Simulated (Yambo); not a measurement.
Material: SiO2 (space group Fddd, No. 70); a = 8.744 Å, b = 7.732 Å, c = 5.274 Å, α = 82.15°, β = 61.16°, γ = 36.69° (12 atoms in the cell). The geometry is that of Materials Project entry mp-555483, symmetrised and not relaxed again.

With LDA (pw.x of Quantum ESPRESSO, ONCV potentials, without SOC), the gap between the mesh's edge points (Γ → Γ) is 5.579 eV.

Task: By how much does one-shot G0W0 (Yambo; 4×4×4 Γ-centred k mesh, 180 bands and a 6 Ry block in the screening, 180 bands in G with the Bruneval-Gonze terminator, plasmon pole fitted at 27.2 eV) open this gap, and what gap results?

Result: The correction is 3.198 eV, giving 8.777 eV, 1.6 times the LDA value.  Convergence of the G0W0 settings was not tested. 

This is not the ordinary phase of the substance; no match was found in the copy of COD used, and its stability was not checked.
